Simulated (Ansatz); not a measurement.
Below is a relaxed structure of PdPt2Se6. The cell was found from a structure generator's guess, not taken from experiment.

Computed with DFT PBE, scalar-relativistic, plane waves, PAW (Ansatz 0.2.0). Cutoff 420 eV, Γ-centred mesh, Gaussian smearing, no spin polarisation.

```cif
data_structure
_symmetry_space_group_name_H-M 'P 1'
_symmetry_Int_Tables_number 1
_cell_length_a 3.7500
_cell_length_b 3.7500
_cell_length_c 18.8659
_cell_angle_alpha 90.000
_cell_angle_beta 90.000
_cell_angle_gamma 120.000
_cell_volume 229.76
loop_
_atom_site_label
_atom_site_type_symbol
_atom_site_fract_x
_atom_site_fract_y
_atom_site_fract_z
_atom_site_occupancy
Pd1 Pd 0.00000 0.00000 0.00000 1
Pt1 Pt 0.00000 0.00000 0.32901 1
Pt2 Pt 0.00000 0.00000 0.67099 1
Se1 Se 0.33333 0.66667 0.06907 1
Se2 Se 0.33333 0.66667 0.39836 1
Se3 Se 0.33333 0.66667 0.74028 1
Se4 Se 0.66667 0.33333 0.25972 1
Se5 Se 0.66667 0.33333 0.60164 1
Se6 Se 0.66667 0.33333 0.93093 1
```

Formation energies are uncorrected and refer to the elements' standard structures at the same level.

Task: Find its symmetry and describe it.

Result: P-3m1 (No. 164), with Pd and Pt ordered on cadmium iodide sites. Conventional cell: a = 3.750 Å, c = 18.866 Å. Around Pd lie 6 Se at 2.53 Å; Pt is surrounded by 6 Se at 2.53 Å; Se on its first site is surrounded by 3 Pd at 2.53 Å; Se on its second site has 3 Pt at 2.53 Å; 1 more site not described.

Task: What is its formation energy per atom?

Result: −0.351 eV/atom. Whether it is stable depends on the other phases of the system, which aren't compared here.

Task: Is it a metal?

Result: No, the gap on the 12×12×2 mesh is 0.42 eV.

The last run used a 12×12×2 mesh (in the run's order of axes) for its 9-atom cell and Gaussian smearing of 0.02 eV. No dispersion correction is applied, so the spacing and binding between layers, chains or molecules are poorly described. Spin–orbit coupling, which can matter for Pt, is left out. Kohn–Sham gaps at this level usually fall short of measured ones. The reference form of Se is held partly by dispersion forces, which this level lacks. Symmetry constrained the relaxation, so the result can be a saddle point.
